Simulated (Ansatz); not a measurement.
The relaxed structure here is a generated cell of Mn: the first start was made by placing the elements on the sites of a structure type, and the end was not matched to a known phase here, so it may be hypothetical.

Relaxation of a generated cell, Mn built in the omega structure type; 3 atoms in the cell, which starts as P6/mmm (No. 191), hP3; a = 4.0175 Å, b = 4.0175 Å, c = 2.4435 Å, α = 90.00°, β = 90.00°, γ = 120.00°. Calculation: PBE (plane waves to 420 eV, PAW, scalar-relativistic; Ansatz, a program for electronic structure). Γ-centred k-mesh 9×9×13 on the run's cell (coarser than for final values), Fermi–Dirac smearing 0.05 eV. This is the first round of the run. Spin-polarised start, with parallel moments on Mn.

The optimiser's lines from the output (shortened; P is positive under compression):

```
relax step   1: F+E_penalty+E_count = -11696.14525510 eV  Δ(F+E_penalty+E_count) = +0.000e0 eV  max|allowed force component| = 2.159e-16 eV/Å  Δτ_max = 0.0000 Å  P = -11.098 GPa  Ω = 34.155 Å³  (16 SCF iters, dr2 threshold 1.00e-7 eV, accepted)
relax step   2: F+E_penalty+E_count = -11696.22139529 eV  Δ(F+E_penalty+E_count) = -7.614e-2 eV  max|allowed force component| = 1.912e-16 eV/Å  Δτ_max = 0.0000 Å  P = -5.383 GPa  Ω = 33.042 Å³  (13 SCF iters, dr2 threshold 3.00e-7 eV, accepted)
relax step   3: F+E_penalty+E_count = -11696.24107366 eV  Δ(F+E_penalty+E_count) = -1.968e-2 eV  max|allowed force component| = 2.467e-16 eV/Å  Δτ_max = 0.0000 Å  P = +3.465 GPa  Ω = 31.966 Å³  (14 SCF iters, dr2 threshold 3.00e-7 eV, accepted)
relax step   4: F+E_penalty+E_count = -11696.24537977 eV  Δ(F+E_penalty+E_count) = -4.306e-3 eV  max|allowed force component| = 2.714e-16 eV/Å  Δτ_max = 0.0000 Å  P = -0.348 GPa  Ω = 32.386 Å³  (16 SCF iters, dr2 threshold 3.00e-7 eV, accepted)
relax step   5: F+E_penalty+E_count = -11696.24553784 eV  Δ(F+E_penalty+E_count) = -1.581e-4 eV  max|allowed force component| = 3.084e-16 eV/Å  Δτ_max = 0.0000 Å  P = +0.016 GPa  Ω = 32.344 Å³  (12 SCF iters, dr2 threshold 3.00e-7 eV, accepted)
relax step   6: F+E_penalty+E_count = -11696.24553346 eV  Δ(F+E_penalty+E_count) = +4.380e-6 eV  max|allowed force component| = 2.714e-16 eV/Å  Δτ_max = 0.0000 Å  P = +0.000 GPa  Ω = 32.346 Å³  (7 SCF iters, dr2 threshold 1.16e-9 eV, accepted)
relax step   7: F+E_penalty+E_count = -11696.24139651 eV  Δ(F+E_penalty+E_count) = +4.137e-3 eV  max|allowed force component| = 2.344e-16 eV/Å  Δτ_max = 0.0000 Å  P = -0.034 GPa  Ω = 32.346 Å³  stress off target by 5.01e-2 GPa  SCF on the basis re-selected at this cell (its energy is not comparable with the rows above)  (16 SCF iters)
relax step   8: F+E_penalty+E_count = -11696.24140737 eV  Δ(F+E_penalty+E_count) = -1.086e-5 eV  max|allowed force component| = 1.480e-16 eV/Å  Δτ_max = 0.0000 Å  P = -0.000 GPa  Ω = 32.342 Å³  (9 SCF iters, dr2 threshold 6.27e-9 eV, accepted)
relax step   9: F+E_penalty+E_count = -11696.24140604 eV  Δ(F+E_penalty+E_count) = +1.333e-6 eV  max|allowed force component| = 1.974e-16 eV/Å  Δτ_max = 0.0000 Å  P = -0.001 GPa  Ω = 32.342 Å³  stress off target by 1.43e-3 GPa  SCF on the basis re-selected at this cell (its energy is not comparable with the rows above)  (11 SCF iters)
```

From the first to the last row the energy changes by -0.03 eV/atom and the volume by -5.3 %. The last row is marked as not comparable with the walk above it, whose basis was carried along; it does compare with step 1, since both stand on a basis selected at the nominal cutoff for their own cell.

Later rounds, restarted from the end of this one on a renewed k-mesh, logged 8 more steps and released under 0.01 eV/atom more. The final structure after all rounds: P6/mmm (No. 191), hP3; a = b = 3.9004 Å, c = 2.4540 Å, α = β = 90.00°, γ = 120.00°. Between re-selections the logged energies stand on a plane-wave basis carried along with the cell. No spin polarisation in the result: the starting moments vanished. A magnetic state may lie lower.

The run could not lose the symmetry of its start: the end is stationary, and may be a saddle point rather than a minimum.

All atoms sit on sites fixed by symmetry, so only the cell could relax.
